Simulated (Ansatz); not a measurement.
LaGa:
```xyz
4
Lattice="2.3028 -5.7324 0.0000 2.3028 5.7324 0.0000 0.0000 0.0000 4.2503" Properties=species:S:1:pos:R:3 pbc="T T T"
La     2.3028    -4.1444     3.1877
La     2.3028     4.1444     1.0626
Ga     2.3028    -0.7714     3.1877
Ga     2.3028     0.7714     1.0626
```

Relaxed with r²SCAN. Special points in fractions of this cell's reciprocal vectors: Γ (0.000, 0.000, 0.000); Y (-0.500, 0.500, 0.000); C0 (-0.290, 0.710, 0.000); Σ0 (0.290, 0.290, 0.000); Z (0.000, 0.000, 0.500); A0 (0.290, 0.290, 0.500); E0 (-0.290, 0.710, 0.500); T (-0.500, 0.500, 0.500); S (0.000, 0.500, 0.000); R (0.000, 0.500, 0.500).

Q: List the band energies nearest the Fermi level at these points for r²SCAN (plane waves, PAW; program Ansatz).

A: In eV from the Fermi level; about four levels below and three above (degenerate sets whole), none deeper than 8.9 eV; points with the same levels are listed once.

```csv
k,below,above
Γ,-0.95 -0.89 -0.68 -0.10,1.12 1.13 1.47
Y,-0.70 -0.53 -0.44 -0.13,1.50 1.65 1.92
C0,-2.43 -1.36 -1.18 -0.57,1.00 1.19 1.37
Z,-1.56 -1.56 -1.15 -1.15,0.16 0.16 1.93 1.93
A0,-1.80 -1.80 -0.32 -0.32,0.50 0.50 1.84 1.84
T,-2.09 -2.09 -0.57 -0.57,0.52 0.52 1.48 1.48
S,-2.27 -1.61 -1.15 -0.74,0.87 1.32 1.78 1.78
R,-1.47 -1.47 -0.58 -0.58,0.45 0.45 2.03 2.03
```

Space group Cmcm. The workflow started from a Materials Project entry (that database holds measured and hypothetical structures alike); the Crystallography Open Database copy checked does not list it. Its standing as an ambient phase is unchecked. The r²SCAN relaxation kept the symmetry of its start; its stability against distortions is not shown here. Scalar-relativistic: spin–orbit coupling is off unless named, which matters more the heavier the elements.

Potentials: the later of the program's two PAW sets.
